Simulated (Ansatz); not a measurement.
A relaxed structure of NbAs is spoiled in several ways and relaxed again each time (noise and exchanges are one random draw each; squeezed and stretched starts keep its symmetry, which their runs cannot lower; pressure is positive under compression). All values below come from PBEsol (plane waves to 420 eV, PAW, scalar-relativistic; Ansatz, a first-principles code).

```cif
data_As4Nb4
_chemical_formula_sum 'Nb4 As4'
_space_group_name_H-M_alt 'I41md'
_space_group_IT_number 109
_space_group_name_Hall 'I 4bw -2'
_cell_length_a 3.43935
_cell_length_b 3.43935
_cell_length_c 11.59297
_cell_angle_alpha 90.000
_cell_angle_beta 90.000
_cell_angle_gamma 90.000
loop_
_atom_site_label
_atom_site_type_symbol
_atom_site_symmetry_multiplicity
_atom_site_Wyckoff_symbol
_atom_site_fract_x
_atom_site_fract_y
_atom_site_fract_z
_atom_site_occupancy
Nb1 Nb 4 a 0.00000 0.00000 0.74874 1
As1 As 4 a 0.00000 0.00000 0.16726 1
```
(The calculation used a cell of 4 atoms; values per cell refer to that cell.)

| change | first pressure (GPa) | largest first force (eV/Å) | released (eV/atom) | moves | outcome | final group | E − E(parent) (eV/atom) |
|---|---|---|---|---|---|---|---|
| squeezed uniformly to 70 % of its volume | … | 0.4 | … | 12 | … | … | … |
| with one Nb and one As atom exchanged in a cell of 4 atoms | 11 | 1.5 | 0.30 | 17 | trapped higher | I4₁/amd | +0.52 |
| with every coordinate shifted by Gaussian noise of σ = 0.1 Å | 3 | 3.0 | 0.13 | 5 | returns to the parent | I4₁md | 0.00 |

**Question.** Complete the blanks.

**Answer.** 
- squeezed uniformly to 70 % of its volume, first pressure (GPa): 137
- squeezed uniformly to 70 % of its volume, released (eV/atom): 1.61
- squeezed uniformly to 70 % of its volume, outcome: returns to the parent
- squeezed uniformly to 70 % of its volume, final group: I4₁md
- squeezed uniformly to 70 % of its volume, E − E(parent) (eV/atom): 0.00

First-step values come from each run's starting, coarser k-mesh (11×11×11, 9×9×9, 7×7×9). Each cell has its own k-point mesh; energy differences are given only to the digits this allows. No spin polarisation in the result.
